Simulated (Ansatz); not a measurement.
Input file for Ansatz (a quantum-chemistry and plane-wave program):

Ansatz 0.2 input:
```yaml
crystal:
  lattice:
    - [4.08022783, 0.0, 0.0]
    - [0.0, 4.08022783, 0.0]
    - [0.0, 0.0, 4.08022783]
  atoms:
    - { symbol: Mg, position: [0.0, 0.0, 0.0] }
    - { symbol: Tl, position: [0.5, 0.5, 0.5] }
    - { symbol: F, position: [0.5, 0.0, 0.0] }
    - { symbol: F, position: [0.0, 0.5, 0.0] }
    - { symbol: F, position: [0.0, 0.0, 0.5] }
kpoints:
  mp_grid: { grid: [6, 6, 6] }
  band_path:
    path:
      - [[0.0, 0.0, 0.0], [0.0, 0.5, 0.0], [0.5, 0.5, 0.0], [0.0, 0.0, 0.0], [0.5, 0.5, 0.5], [0.0, 0.5, 0.0]]  # Γ-X-M-Γ-R-X
      - [[0.5, 0.5, 0.5], [0.5, 0.5, 0.0]]  # R-M
      - [VBM, CBM]
    npoints: 12
hamiltonian:
  xc: r2scan
  pseudopotentials: { kind: paw }
magnetization: { noncollinear: true, spin_orbit: true }
scf:
  n_extra_bands: 12
  convergence: { dr2_threshold: 0.0000000001 }
  occupations: { method: gaussian, width: 0.01 }
checkpoint: { write: soc.run }
output: { eigenvalues: true }
```

Output (shortened):

```
Pseudopotential: Mg, paw_fr, valence charge 10
Pseudopotential: Tl, paw_fr, valence charge 13
Pseudopotential: F, paw_fr, valence charge 7
Functional definition: r2SCAN
non-collinear run that drives no moment, with spin-orbit …
Crystal: 5 atoms, lattice volume = 67.929 Å³
Basis set: ecut = 500 eV, 1743 PW (Γ), exchange–correlation on 120×120×120 points (64 copies of the dense FFT grid, shifted against one another)
Bands: 56, of which v1, the nominal top of the filled ones, is band 44 counted from 1 (43 counted from 0)
Symmetry: 48 space group operations + 48 with time reversal
k-points: 20 of 216
Projection manifold: j_resolved (fully-relativistic pseudo-atomic orbitals)
SCF iter   1: F=—  HF=-15791.373494 eV  |F-HF|=—  |Δ(HF+E_count)|=         —  Δρ=1.44e-1  dr2=1.26e1  dr2_τ=4.58e-2  dr2_m=0.00e0 (ungated)  ethr=3.10e-3  |M|=0.00e0 ∫|m|=0.00e0 μB  |m|>n=0.0e0 m-floor=0.0e0 τ_xc=0.0e0  β_m=0.30  ⟨swp⟩=8.1  Hψ=2761  notcnv=0  defer=14
preconditioner: auto → Resta (q_TF=auto, 2.538 Å⁻¹)
spin=Noncollinear: Resta preconditioning applied to the charge; magnetization (m_x, m_y, m_z) channels mix plain (no charge-response kernel on spin).
SCF iter   2: F=—  HF=-15788.421939 eV  |F-HF|=—  |Δ(HF+E_count)|=    2.95e0  Δρ=6.13e-2  dr2=3.01e0  dr2_τ=4.00e-2  dr2_m=0.00e0 (ungated)  ethr=3.10e-3  |M|=0.00e0 ∫|m|=0.00e0 μB  |m|>n=0.0e0 m-floor=0.0e0 τ_xc=0.0e0  β_m=0.41  ⟨swp⟩=3.0  Hψ=1142  notcnv=0  defer=108
SCF iter   3: F=—  HF=-15787.637039 eV  |F-HF|=—  |Δ(HF+E_count)|=   7.85e-1  Δρ=2.19e-2  dr2=4.28e-1  dr2_τ=3.67e-3  dr2_m=0.00e0 (ungated)  ethr=3.10e-3  |M|=0.00e0 ∫|m|=0.00e0 μB  |m|>n=0.0e0 m-floor=0.0e0 τ_xc=0.0e0  β_m=0.59  ⟨swp⟩=3.0  Hψ=1207  notcnv=0  defer=108
SCF iter   4: F=—  HF=-15787.605456 eV  |F-HF|=—  |Δ(HF+E_count)|=   3.16e-2  Δρ=7.54e-3  dr2=2.74e-2  dr2_τ=5.13e-4  dr2_m=0.00e0 (ungated)  ethr=9.73e-4  |M|=0.00e0 ∫|m|=0.00e0 μB  |m|>n=0.0e0 m-floor=0.0e0 τ_xc=0.0e0  β_m=0.76  ⟨swp⟩=3.0  Hψ=1014  notcnv=0  defer=106
SCF iter   5: F=—  HF=-15787.608120 eV  |F-HF|=—  |Δ(HF+E_count)|=   2.66e-3  Δρ=1.27e-3  dr2=6.18e-4  dr2_τ=1.81e-5  dr2_m=0.00e0 (ungated)  ethr=6.22e-5  |M|=0.00e0 ∫|m|=0.00e0 μB  |m|>n=0.0e0 m-floor=0.0e0 τ_xc=0.0e0  β_m=0.88  ⟨swp⟩=2.0  Hψ=1017  notcnv=0  defer=106
SCF iter   6: F=—  HF=-15787.608426 eV  |F-HF|=—  |Δ(HF+E_count)|=   3.06e-4  Δρ=1.61e-4  dr2=1.26e-5  dr2_τ=3.55e-7  dr2_m=0.00e0 (ungated)  ethr=1.40e-6  |M|=0.00e0 ∫|m|=0.00e0 μB  |m|>n=0.0e0 m-floor=0.0e0 τ_xc=0.0e0  β_m=0.92  ⟨swp⟩=2.0  Hψ=924  notcnv=0  defer=106
SCF iter   7: F=—  HF=-15787.608443 eV  |F-HF|=—  |Δ(HF+E_count)|=   1.73e-5  Δρ=3.90e-5  dr2=9.85e-7  dr2_τ=1.95e-8  dr2_m=0.00e0 (ungated)  ethr=2.87e-8  |M|=0.00e0 ∫|m|=0.00e0 μB  |m|>n=0.0e0 m-floor=0.0e0 τ_xc=0.0e0  β_m=0.96  ⟨swp⟩=2.0  Hψ=941  notcnv=0  defer=106
SCF iter   8: F=—  HF=-15787.608441 eV  |F-HF|=—  |Δ(HF+E_count)|=   2.24e-6  Δρ=8.52e-6  dr2=3.64e-8  dr2_τ=8.05e-10  dr2_m=0.00e0 (ungated)  ethr=2.24e-9  |M|=0.00e0 ∫|m|=0.00e0 μB  |m|>n=0.0e0 m-floor=0.0e0 τ_xc=0.0e0  β_m=0.98  ⟨swp⟩=2.0  Hψ=944  notcnv=0  defer=106
SCF iter  11: F=-15787.608441 eV  HF=-15787.608441 eV  |F-HF|=5.46e-12  |Δ(HF+E_count)|=  4.55e-11  Δρ=1.80e-7  dr2=1.41e-11  dr2_τ=2.77e-13  dr2_m=0.00e0 (ungated)  ethr=1.00e-12  |M|=0.00e0 ∫|m|=0.00e0 μB  |m|>n=0.0e0 m-floor=0.0e0 τ_xc=0.0e0  ⟨swp⟩=10.3  Hψ=2138  notcnv=0
SCF 1 converged in 11 iterations: F = -15787.608441 eV  dr2 = 1.41e-11
NSCF: frozen V_eff on 20 k-points
NSCF: frozen V_eff on 20 k-points
NSCF: frozen V_eff on 20 k-points
NSCF: frozen V_eff on 18 k-points
NSCF: frozen V_eff on 10 k-points
NSCF: frozen V_eff on 10 k-points
NSCF: frozen V_eff on 10 k-points
NSCF: frozen V_eff on 10 k-points
NSCF: frozen V_eff on 5 k-points
NSCF: frozen V_eff on 87 k-points
SCF converged after 11 iterations
Magnetization: |M| = 0.0000 μB,  M = (+0.0000, +0.0000, +0.0000) μB
Absolute magnetization: 0.0000 μB (∫|m|)
  site 0: m = (+0.0000, +0.0000, +0.0000) μB, |m| = 0.0000 μB  (R = 0.84 Å)
  site 1: m = (+0.0000, +0.0000, +0.0000) μB, |m| = 0.0000 μB  (R = 1.19 Å)
  site 2: m = (+0.0000, +0.0000, +0.0000) μB, |m| = 0.0000 μB  (R = 0.84 Å)
  site 3: m = (+0.0000, +0.0000, +0.0000) μB, |m| = 0.0000 μB  (R = 0.84 Å)
  site 4: m = (+0.0000, +0.0000, +0.0000) μB, |m| = 0.0000 μB  (R = 0.84 Å)
Free energy (F): -15787.608441 eV
Harris-Foulkes:  -15787.608441 eV  (|F-HF|=5.46e-12)
Internal energy: -15787.608441 eV  (E = F + TS)
E sigma→0 (E₀):  -15787.608441 eV
Fermi energy:    7.726776 eV
--- Per-component energies (eV) ---
  E_band       = -442.407778
  E_kinetic    = 1036.793262
  E_local      = -3969.382878  (includes V_loc(G=0)·N_el)
  E_nonlocal   = 630.996265
  E_hartree    = 1447.095770
  E_xc         = -487.402183
  E_vxc        = -550.228626  (∫ρ·V_xc dr)
  E_paw        = -11061.408354  (= ΣΔE_a)
  E_vpaw       = -525.336167  (= ΣTr[D̂ρ^β])
  E_aug_tail   = 0.002996  (compensation charges beyond the density's cutoff)
  E_vtau       = 40.555662  (kinetic-family band-sum trace: ∫τ·v_τ [+ j·A + Jᵃ·Aᵃ] dr)
  E_ewald      = -3385.190135
  E_core_change = 0.886815  (= ΣΔE_core)
  E_smearing   =  0.000000  (= −TS)
  E_closure    =  0.000000  (closes the sum)
  Σ components = -15787.608441   (vs F -15787.608441, Δ=0.00e0)
  [band-id]    e_kinetic+e_local+e_nonlocal+2·e_hartree+e_vxc+e_vpaw+e_augmentation_tail+e_vtau = -442.407945   (vs E_band -442.407778, Δ=-1.68e-4)
--- Band table (eV; the first three rows and the last of 20) ---
  k-point 0: bands = ["-70.1134", "-70.1134", "-35.4197", "-35.4197", "-35.1304", "-35.1304", "-35.1304", "-35.1304", "-17.7392", "-17.7392", "-17.1349", "-17.1349", "-17.1349", "-17.1349", "-4.6344", "-4.6344", "-4.6344", "-4.6344", "-2.4609", "-2.4609", …
  k-point 1: bands = ["-70.1134", "-70.1134", "-35.4201", "-35.4201", "-35.1313", "-35.1313", "-35.1304", "-35.1304", "-17.6988", "-17.6988", "-17.1618", "-17.1618", "-17.1327", "-17.1327", "-4.6444", "-4.6444", "-4.6372", "-4.6372", "-2.4853", "-2.4853", …
  k-point 2: bands = ["-70.1133", "-70.1133", "-35.4210", "-35.4210", "-35.1331", "-35.1331", "-35.1303", "-35.1303", "-17.5995", "-17.5995", "-17.2341", "-17.2341", "-17.1283", "-17.1283", "-4.6644", "-4.6644", "-4.6441", "-4.6441", "-2.5459", "-2.5459", …
  k-point 19: bands = ["-70.1133", "-70.1133", "-35.4247", "-35.4247", "-35.1357", "-35.1357", "-35.1357", "-35.1357", "-17.2738", "-17.2738", "-17.2730", "-17.2730", "-17.2730", "-17.2730", "-4.5877", "-4.5877", "-4.5877", "-4.5877", "-2.4138", "-2.4138", …
```

Cost: very roughly 2.1 core-minutes on shared cores.

Space group Pm-3m (cubic perovskite). The first step of the workflow began from a Materials Project structure, measured or hypothetical; the Crystallography Open Database copy checked does not list it. Its standing as an ambient phase is unchecked. The r²SCAN relaxation kept the symmetry of its start; whether a distortion lowers the energy is not shown.

Potentials: the later of the program's two PAW sets.

Ansatz is a plane-wave DFT program.
